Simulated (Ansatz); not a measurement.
The start is a relaxed Li cell deformed by the Cartesian strain tensor (xx, yy, zz, yz, xz, xy) = (0.075, 0.024, 0.022, -0.055, 0.083, -0.030). Cell shape, volume and atoms are optimised at zero target pressure with r2SCAN (plane waves to 500 eV, PAW, scalar-relativistic; Ansatz, a first-principles code). The first steps use a coarse 14×12×13 k-mesh.

Initial structure:
```
CELL_PARAMETERS angstrom
     -1.77715     1.73631     1.53730
      2.06393    -1.92750     2.01527
      1.67287     1.82321    -1.72849
ATOMIC_POSITIONS crystal
  Li 0.00000 0.00000 0.00000
```

### Question
How much energy is released per atom?

### Answer
0.03 eV/atom.

### Question
How does the volume change?

### Answer
-10.2 %, from 23.40 to 21.01 Å³/atom.

### Question
How do the shortest distances between atoms change?

### Answer
The closest pairs of elements (up to four, under 3.6 Å), start → end: Li–Li 2.92 → 3.01 Å.

### Question
Is the relaxed structure metallic? Give its gap.

### Answer
Zero (metallic).

Final structure:

```cif
data_Li2
_chemical_formula_sum 'Li2'
_space_group_name_H-M_alt 'Im-3m'
_space_group_IT_number 229
_space_group_name_Hall '-I 4 2 3'
_cell_length_a 3.47643
_cell_length_b 3.47643
_cell_length_c 3.47643
_cell_angle_alpha 90.000
_cell_angle_beta 90.000
_cell_angle_gamma 90.000
loop_
_atom_site_label
_atom_site_type_symbol
_atom_site_symmetry_multiplicity
_atom_site_Wyckoff_symbol
_atom_site_fract_x
_atom_site_fract_y
_atom_site_fract_z
_atom_site_occupancy
Li1 Li 2 a 0.00000 0.00000 0.00000 1
```
(The calculation used a cell of 1 atom; values per cell refer to that cell.)

Final values are on a 19×19×19 k-mesh of the relaxed cell. No spin polarisation in the result.

The run could not lose the symmetry of its start.
